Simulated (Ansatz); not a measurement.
Computed properties of ZrPt₃

ZrPt$_{3}$:
```cif
data_Pt3Zr
_chemical_formula_sum 'Zr1 Pt3'
_space_group_name_H-M_alt 'Pm-3m'
_space_group_IT_number 221
_space_group_name_Hall '-P 4 2 3'
_cell_length_a 3.99685
_cell_length_b 3.99685
_cell_length_c 3.99685
_cell_angle_alpha 90.000
_cell_angle_beta 90.000
_cell_angle_gamma 90.000
loop_
_atom_site_label
_atom_site_type_symbol
_atom_site_symmetry_multiplicity
_atom_site_Wyckoff_symbol
_atom_site_fract_x
_atom_site_fract_y
_atom_site_fract_z
_atom_site_occupancy
Zr1 Zr 1 a 0.00000 0.00000 0.00000 1
Pt1 Pt 3 c 0.00000 0.50000 0.50000 1
```

Space group Pm-3m (No. 221), Cu3Au type; conventional cell a = 3.997 Å, b = 3.997 Å, c = 3.997 Å, α = 90.00°, β = 90.00°, γ = 90.00°.

Method: plane-wave PAW PBEsol (Ansatz code). The cell and atoms are relaxed at this level. Other levels are named where they apply.

**Cell and energy**

| Property | Value |
|---|---|
| Volume per atom | 15.96 Å³ |
| Density | 17.59 g/cm³ |
| Formation energy from the elements (no fitted shifts) | -1.06 eV/atom |

**Electronic structure**

| Quantity | Value |
|---|---|
| Electronic character | metallic (no gap) |
| Density of states at the Fermi level | 0.10 states/eV per atom (mean over ±0.08 eV) |
| Gap with spin–orbit coupling | none (metallic) |

**Mechanics**

| Item | Result |
|---|---|
| Bulk modulus (Birch–Murnaghan fit) | 249 GPa |
| Pressure derivative B′ | 4.9 |
| Elastic constants (relaxed ions, GPa) | C11 = 373, C12 = 188, C44 = 137 |
| Mechanical stability | stable (all eigenvalues of C positive) |
| Hill bulk and shear moduli | 250 and 117 GPa |
| Young's modulus | 303 GPa |
| Poisson's ratio | 0.30 |
| Debye temperature from the elastic constants | 340 K |

**Phonons**

| Quantity | Result |
|---|---|
| Highest zone-centre frequency | 178 cm⁻¹ |
| Zone-centre stability | no imaginary mode at Γ |

The workflow started from a Materials Project entry (that database holds measured and hypothetical structures alike); the Crystallography Open Database files this formula in space group No. 221, but the cells were not matched. Its standing as an ambient phase is unchecked. Symmetry was held in the PBEsol relaxation. The run is not spin-polarised. As this level gives no gap, shear constants depend on the k-mesh and smearing (Fermi–Dirac, 0.1 eV here). As this level gives no gap, phonon frequencies hold no LO–TO term and depend on the k-mesh and smearing (Fermi–Dirac, 0.1 eV here). The references are the lowest solids computed at this level, not always the standard phases. Spin–orbit coupling is left out wherever it is not named.

Potentials: the later of the program's two PAW sets.
